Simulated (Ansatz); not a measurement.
Ga:
```cif
data_Ga8
_chemical_formula_sum 'Ga8'
_space_group_name_H-M_alt 'Cmcm'
_space_group_IT_number 63
_space_group_name_Hall '-C 2c 2'
_cell_length_a 7.65372
_cell_length_b 4.56962
_cell_length_c 4.54366
_cell_angle_alpha 90.000
_cell_angle_beta 90.000
_cell_angle_gamma 90.000
loop_
_atom_site_label
_atom_site_type_symbol
_atom_site_symmetry_multiplicity
_atom_site_Wyckoff_symbol
_atom_site_fract_x
_atom_site_fract_y
_atom_site_fract_z
_atom_site_occupancy
Ga1 Ga 8 g 0.16209 0.17254 0.25000 1
```
(The calculation used a cell of 4 atoms; values per cell refer to that cell.)

This is the PBEsol-relaxed structure.

Task: All from the program Ansatz at the PBEsol level (PAW), unless another level is named. Give the bulk modulus (Birch–Murnaghan fit).

Result: 51.1 GPa.

Task: Predict the highest zone-centre frequency.

Result: 243 cm⁻¹.

The first step of the workflow began from a Materials Project structure, measured or hypothetical; the Crystallography Open Database files this formula in space group No. 63, but the cells were not matched. It is not the phase usual at ambient conditions (space group No. 64). Symmetry was held in the PBEsol relaxation; of distortions, only those at the zone centre were tested. As this level gives no gap, phonon frequencies hold no LO–TO term and depend on the k-mesh and smearing (Fermi–Dirac, 0.1 eV here).

Potentials: the later of the program's two PAW sets.
